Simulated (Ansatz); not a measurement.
Bi₂Te₃:
```
CELL_PARAMETERS angstrom
      2.20079     1.27063    10.53413
     -2.20079     1.27063    10.53413
      0.00000    -2.54125    10.53413
ATOMIC_POSITIONS crystal
  Bi 0.60200 0.60200 0.60200
  Bi 0.39800 0.39800 0.39800
  Te 0.78545 0.78545 0.78545
  Te 0.21455 0.21455 0.21455
  Te 0.00000 0.00000 0.00000
```

Relaxed with r²SCAN+D4.

**Question.** Give the Bader charges and basin volumes of the independent atoms, the program Ansatz at the r²SCAN+D4 level (PAW).

**Answer.** 

| atom | Bader charge (e) | Bader volume (Å³) |
|---|---|---|
| Bi1 | +0.78 | 27.3 |
| Te3 | -0.44 | 42.0 |
| Te5 | -0.68 | 38.1 |

Space group R-3m. The cell was relaxed with r²SCAN+D4 under the symmetry of its start. Scalar-relativistic: spin–orbit coupling is off unless named, which matters more the heavier the elements.

Potentials: the earlier of the program's two PAW sets.
